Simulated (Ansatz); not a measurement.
Surface calculation: CsCl AlRu (110), 3 layers

The slab is cut from the CsCl crystal, which needn't be the stable phase, as relaxed on PAW files (12.88 Å³/atom), with 16 Å of vacuum and a dipole correction:

```xyz
6
Lattice="2.9536 0.0000 0.0000 0.0000 4.1770 0.0000 0.0000 0.0000 20.1770" Properties=species:S:1:pos:R:3 pbc="T T T"
Ru    2.2152    1.0442    8.0000
Al    0.7384    3.1327    8.0000
Ru    2.2152    3.1327   10.0885
Al    0.7384    1.0442   10.0885
Ru    2.2152    1.0442   12.1770
Al    0.7384    3.1327   12.1770
```

Computed with Ansatz 0.2.0; functional LDA, scalar-relativistic. Settings: a Γ-centred 12×9×1 k mesh, Fermi–Dirac smearing of 0.05 eV, no spin polarisation. Methods: LAPW: all electrons, basis error target 1 meV/atom; PAW: frozen-core files, cutoff 420 eV.

The bulk energy comes from a cell in the slab's orientation on a 12×9×9 mesh. The surface energy is (E(slab) − N·E(bulk))/2A at zero smearing, the mean of both faces; thin slabs carry quantum-size effects.

The PAW files were made under PBE.

Q: As cut, the LAPW slab lies 4.072 eV above 6 atoms of bulk. What surface energy is that?

A: Over two faces of 12.34 Å² it is 165.0 meV/Å², and times 16.02 J/m² per eV/Å² that gives γ = 2.644 J/m².

Q: What do relaxation and the other method give, and what work function comes out?

A: 

```
method  γ as cut (J/m²)  γ relaxed (J/m²)  Φ as cut (eV)  Φ relaxed (eV)
  LAPW            2.644             2.635           5.00            4.98
   PAW            2.643             2.634           5.00            4.98
```

Q: How do the spacings between the planes relax?

A: From the bottom face up: d12 -1.2 % of 2.088 Å, d23 -1.2 % of 2.088 Å. The outer plane rumples by 0.031 Å.

Q: What changes if relativity is switched off, at the same positions?

A: LAPW then gives: no gap, work function 4.96 eV.

Q: A core hole in the 3d shell of Ru is made on one Ru atom of each kind in every 1×1 cell (PAW hole dataset, neutral cell, valence without spin). What does it cost by layer?

A: layer 1 278.34 eV, layer 2 278.59 eV. Shifts between layers mean more than the absolute values, and a whole layer of holes screens otherwise than one hole.
